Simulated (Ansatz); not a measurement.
**Ni3Ge: zone-centre modes under pressure**

Ni3Ge, Pm-3m, a = 3.491 Å. The structure is a Materials Project entry; whether it is the stable form wasn't checked. Ansatz: LDA, PAW, 420 eV, Γ-centred 12×12×12 mesh on 4 atoms, Fermi-Dirac smearing 0.15 eV; no spin polarisation. Cell and atoms are relaxed at each pressure with the symmetry kept; optical modes at Γ by linear response, in cm⁻¹, matched by rank (the highest 3 distinct ones).

| P (GPa) | V (Å³/atom) | ω1 | ω2 | ω3 |
| --- | --- | --- | --- | --- |
| 0 | 10.632 | 175.2 | 199.0 | 305.4 |
| 2 | 10.544 | 178.8 | 203.0 | 311.1 |
| 6 | 10.380 | ? | ? | ? |

**Question.** Get each mode's Grüneisen parameter γ = −d ln ω/d ln V from the other rows and predict the missing frequencies.

**Answer.** ln(V/V0) = 0.0000, -0.0083, -0.0240; a line through ln(ω/ω0) of the 2 known rows gives ω1: γ = 2.451, predicted 185.8, computed 185.5; ω2: γ = 2.398, predicted 210.8, computed 210.6; ω3: γ = 2.228, predicted 322.2, computed 321.9. The worst miss is 0.2 %, or 3 % of the shift under pressure, so a constant γ serves at that level. In a metal these frequencies hang on the mesh and smearing.

Spin polarisation was left out, and a magnetic state may lie lower.